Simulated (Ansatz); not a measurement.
# Mn2As: a fit and a missing row

Mn2As, P4/nmm, a = 3.542 Å, c = 6.240 Å. The structure is a COD entry; whether it is the stable form wasn't checked. Ansatz: PBEsol, PAW, 420 eV, Γ-centred 10×10×6 mesh on 6 atoms, Gaussian smearing 0.10 eV; collinear spin, largest moment 2.8 μB. Shape and atoms are relaxed at each volume; pressure is positive in compression.

| V (Å³/atom) | P (GPa) |
| --- | --- |
| 12.267 | 9.62 |
| 12.658 | 4.70 |
| 13.050 | 0.01 |
| 13.441 | -4.34 |
| 13.833 | ? |

Problem. Take V0 = 13.050 Å³/atom, count pressures from its P0 = 0.01 GPa, fit the third-order Birch–Murnaghan form to the other rows, and predict the missing pressure.

Solution. With the Eulerian strain f = ½[(V0/V)^(2/3) − 1] and y = (P − P0)/[3f(1 + 2f)^(5/2)], the form is the line y = B0 + 1.5 B0 (B0′ − 4) f. Rows (f, y): 0.02106, 137.2; 0.01027, 144.7; -0.00974, 156.4. Means f = 0.007197, y = 146.10; Σ(Δf)² = 0.0004885, ΣΔfΔy = -0.3021; the slope is their ratio. y = 150.6 − 618.5 f GPa, so B0 = 150.6 GPa and B0′ = 4 + 2 × (-618.5)/(3 × 150.6) = 1.26. At V = 13.833, f = -0.01905, y = 162.38 and P = -8.41 GPa. The run gave -7.91 GPa, so the fit is 0.50 GPa too low, 2.9 % of the span of the series, against an rms of 0.02 GPa on the fitted rows. The row lies outside the fitted range. The records add: the largest moment runs from 2.48 to 2.98 μB along the series. A B0′ outside 2 to 8 is unusual except in layered or molecular crystals, and here it hangs on few rows.

The largest moment runs from 2.48 to 2.98 μB along the series, so B0 and B0′ hold the change of the moment too.

Only parallel moments were tried here.

Cost: 5 runs of about 27 core-minutes in all, on Arm Neoverse V1 (shared hosts).